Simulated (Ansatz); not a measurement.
# Stationary points along a deformation path in Cs

Method: DFT PBEsol, scalar-relativistic, plane waves, PAW (Ansatz 0.2.0). Settings: plane waves to 420 eV, k-mesh 12×12×12 (Γ-centred), Gaussian smearing 0.15 eV. No spin polarisation. Energies are free energies at this smearing, counted from the undisturbed cell; pressure is positive in compression.

The starting cell (as given, not relaxed at this level; it stands at -0.2 GPa; this fcc form isn't the usual structure):

```
Cs
1.0
     0.00000    3.94834    3.94834
     3.94834    0.00000    3.94834
     3.94834    3.94834    0.00000
Cs
1
Direct
  0.00000 0.00000 0.00000
```

At fixed volume and fractional coordinates, lengths along (0.577, 0.577, 0.577) are scaled against those across it; ρ is that ratio over its starting value. V = 123.104 Å³/atom. Δσ is the stress along the axis less the mean stress across it (compression positive).

| ρ | ΔE (meV/atom) | Δσ (GPa) | space group |
| --- | --- | --- | --- |
| 0.500 | 89.7 | 0.00 | Pm-3m |
| 0.600 | 76.4 | 0.27 | R-3m |
| 0.710 | 46.9 | 0.39 | R-3m |
| 0.850 | 13.5 | 0.30 | R-3m |
| 1.000 | 0.0 | 0.00 | Fm-3m |
| 1.410 | 82.4 | -0.99 | R-3m |
| 2.000 | 348.3 | -1.88 | R-3m |

Problem. How does the stress give the slope of the energy, and where is the energy stationary?

Solution. Along the path d ln(length) is 2/3 d ln ρ on the axis and −1/3 d ln ρ across it, so dE/d ln ρ = −(2/3) V Δσ: the energy falls with ρ where Δσ is positive. Δσ vanishes or changes sign at ρ = 0.500 (Pm-3m, an end of the scan), at 89.7 meV/atom; at ρ = 1.000 (Fm-3m), a minimum at 0.0 meV/atom. Pairs of stationary points between two samples would go unseen, and could change a minimum read from distant neighbours into a maximum. At ρ = 0.500, 1.000 the cell is cubic, where symmetry alone makes the stress isotropic and the slope zero.

In a metal these slopes depend on the k mesh and the smearing.